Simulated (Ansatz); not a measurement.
Mg:
```cif
data_Mg2
_chemical_formula_sum 'Mg2'
_space_group_name_H-M_alt 'P63/mmc'
_space_group_IT_number 194
_space_group_name_Hall '-P 6c 2c'
_cell_length_a 3.18913
_cell_length_b 3.18913
_cell_length_c 5.10787
_cell_angle_alpha 90.000
_cell_angle_beta 90.000
_cell_angle_gamma 120.000
loop_
_atom_site_label
_atom_site_type_symbol
_atom_site_symmetry_multiplicity
_atom_site_Wyckoff_symbol
_atom_site_fract_x
_atom_site_fract_y
_atom_site_fract_z
_atom_site_occupancy
Mg1 Mg 2 c 0.33333 0.66667 0.25000 1
```

Relaxed with PBEsol.

### Question
Decompose the optical modes at the zone centre into irreducible representations, and say which are infrared and Raman allowed.

### Answer
Point group 6/mmm: Γ_opt = B1g + E2g. Infrared: none. Raman: E2g.

### Question
Assign frequencies (DFPT, PBEsol in the plane-wave PAW code Ansatz).

### Answer
E2g 131, B1g 257 cm⁻¹.

Subscripts of B labels follow the axes of the standard setting.

Space group P6_3/mmc (hcp (Mg type)). The cell was relaxed with PBEsol under the symmetry of its start; phonons on a q-mesh show no instability. As this level gives no gap, phonon frequencies hold no LO–TO term and depend on the k-mesh and smearing (Fermi–Dirac, 0.1 eV here).

Potentials: the earlier of the program's two PAW sets.
